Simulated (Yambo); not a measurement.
G0W0@PBEsol for AgP₂ (space group P2_1/c, No. 14) in Yambo. Reference settings: 2×2×2 Γ-centred k mesh, bands 17 to 263 and a 6 Ry block in the screening, 263 bands in G with the Bruneval-Gonze terminator, plasmon pole fitted at 27.2 eV. The PBEsol gap (-0.5, 0, 0) → (-0.5, 0, 0) on this mesh is 0.60 eV; G0W0 gaps are taken between the same points.

```csv
change from the reference,"G0W0 gap (-0.5, 0, 0) → (-0.5, 0, 0) (eV)",shift of the valence edge (eV)
reference settings,1.05,-0.25
pole fitted at 10 eV,1.06,-0.15
181 bands in G,1.05,-0.21
5 Ry block,1.04,-0.21
"181 bands in W, 181 bands in G",1.07,-0.13
"181 bands in G, no terminator",1.01,0.10
1 Ry block,[?],0.02
"119 bands in W, 119 bands in G",[?],0.06
```

Estimate the withheld gaps from the other rows; the computed values follow.


- 1 Ry block, G0W0 gap (-0.5, 0, 0) → (-0.5, 0, 0) (eV): 1.24
- 119 bands in W, 119 bands in G, G0W0 gap (-0.5, 0, 0) → (-0.5, 0, 0) (eV): 1.14

The reference isn't shown to be the converged limit.

Spin-orbit coupling is not included.

Geometry of the Materials Project entry, not relaxed at this level; primitive cell a = 6.211 Å, b = 5.075 Å, c = 7.832 Å, α = γ = 90.00°, β = 113.47°.

A shift is the quasiparticle energy of the state minus its PBEsol energy.
